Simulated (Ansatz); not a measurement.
One crystal and one scan (energy over volume and axial ratio) at two levels, PBE (plane waves to 420 eV, PAW, scalar-relativistic; Ansatz, an electronic-structure program) and r2SCAN (plane waves to 500 eV, PAW, scalar-relativistic; Ansatz), each from its own relaxed cell and on its own mesh. The cell shown is that of PBE.

TiN (rock salt)

```
TiN
1.0
    0.00000     2.12346     2.12346
    2.12346     0.00000     2.12346
    2.12346     2.12346     0.00000
N Ti
1 1
Direct
  0.00000   0.00000   0.00000
  0.50000   0.50000   0.50000
```

The relaxed cell is deformed in two ways at once: its volume V is scaled, and at that volume it is stretched along z (the c axis of the conventional cell) so that c/a changes. Fractional atomic positions are held.

Energies are smeared free energies. TiN is run without spin polarisation. TiN was relaxed with its symmetry unable to fall. With partly filled bands, the response to shear is sensitive to the k mesh, so small differences along c/a are uncertain. Percentages come from the unrounded values. Both scans cover V/V₀ from 0.960 to 1.040 and (c/a)/(c/a)₀ from 0.960 to 1.040.

```json
[
 {"quantity": "Lattice constant a (Å)", "PBE": "4.247", "r2SCAN": "4.233", "PBE − r2SCAN": "+0.014 (+0.3 %)"},
 {"quantity": "Shear modulus C′ = (C11 − C12)/2 (fit, atoms clamped) (GPa)", "PBE": "220", "r2SCAN": "235", "PBE − r2SCAN": "-15 (-6 %)"}
]
```

PBE gives the higher value for: lattice constant a. PBE gives the lower value for: shear modulus C′. Neither level is exact: the differences show how much the result hangs on the functional.

(A scan under strain: stresses follow from slopes of the energy per volume, elastic moduli from its curvatures.)
